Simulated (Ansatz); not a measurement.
Method: DFT PBE, scalar-relativistic, plane waves, PAW (Ansatz 0.2.0). All cells share a 420 eV cutoff and Γ-centred k meshes spaced about 0.3 Å⁻¹ or finer (0.25 for metals, 2π included). No spin polarisation.

A search over trial structures of HfSi3O2 gave this relaxed cell.

```yaml
crystal:
  lattice:
    - [1.86583, -12.38054, 0.00000]
    - [1.86583, 12.38054, 0.00000]
    - [0.00000, 0.00000, 3.73315]
  atoms:
    - { symbol: Hf, position: [0.15865, 0.84135, 0.75000] }
    - { symbol: Hf, position: [0.84135, 0.15865, 0.25000] }
    - { symbol: Si, position: [0.24998, 0.75002, 0.25000] }
    - { symbol: Si, position: [0.75002, 0.24998, 0.75000] }
    - { symbol: Si, position: [0.54907, 0.45093, 0.75000] }
    - { symbol: Si, position: [0.04913, 0.95087, 0.25000] }
    - { symbol: Si, position: [0.45093, 0.54907, 0.25000] }
    - { symbol: Si, position: [0.95087, 0.04913, 0.75000] }
    - { symbol: O, position: [0.61987, 0.38013, 0.75000] }
    - { symbol: O, position: [0.11985, 0.88015, 0.25000] }
    - { symbol: O, position: [0.38013, 0.61987, 0.25000] }
    - { symbol: O, position: [0.88015, 0.11985, 0.75000] }
```

Wave vectors count in units of this cell's reciprocal vectors.

Q: Does it survive phonon and random-displacement tests?

A: No. The phonons at Γ go imaginary, to 76i cm⁻¹ at q = (0.00, 0.00, 0.00). (Phonon run: 8×8×8 k mesh, Gaussian smearing of 0.10 eV.) With atoms moved at random and symmetry off, it falls by 29 meV/atom into C2/m (No. 12). Conventional cell: a = 5.310 Å, b = 5.214 Å, c = 12.428 Å, β = 96.1°. Hf is surrounded by 4 O at 2.09 Å and 4 Si at 2.94 Å; around Si on a site of symmetry 2 lie 4 Si at 2.60–2.66 Å, 4 Hf at 2.94 Å and 2 O at 3.23 Å; around Si on a site of symmetry 1 lies 1 O at 1.76 Å; around O lie 1 Si at 1.76 Å, 2 Hf at 2.09 Å, 4 O at 2.61–2.66 Å and 5 Si at 3.14–3.23 Å.

```yaml
crystal:
  lattice:
    - [2.65500, -2.60700, 0.00000]
    - [2.65500, 2.60700, 0.00000]
    - [-1.32362, 0.00000, 12.35762]
  atoms:
    - { symbol: Hf, position: [0.79609, 0.79609, 0.68406] }
    - { symbol: Hf, position: [0.20391, 0.20391, 0.31594] }
    - { symbol: Si, position: [0.25050, 0.74950, 0.50000] }
    - { symbol: Si, position: [0.74950, 0.25050, 0.50000] }
    - { symbol: Si, position: [0.85165, 0.35037, 0.90389] }
    - { symbol: Si, position: [0.35037, 0.85165, 0.90389] }
    - { symbol: Si, position: [0.14835, 0.64963, 0.09611] }
    - { symbol: Si, position: [0.64963, 0.14835, 0.09611] }
    - { symbol: O, position: [0.81542, 0.31533, 0.76123] }
    - { symbol: O, position: [0.31533, 0.81542, 0.76123] }
    - { symbol: O, position: [0.18458, 0.68467, 0.23877] }
    - { symbol: O, position: [0.68467, 0.18458, 0.23877] }
```

Weakly bound directions are ill-defined at this level, which has no dispersion term. Spin–orbit coupling, which can matter for Hf, is left out. Phonons of metals hang on the k mesh and the smearing.
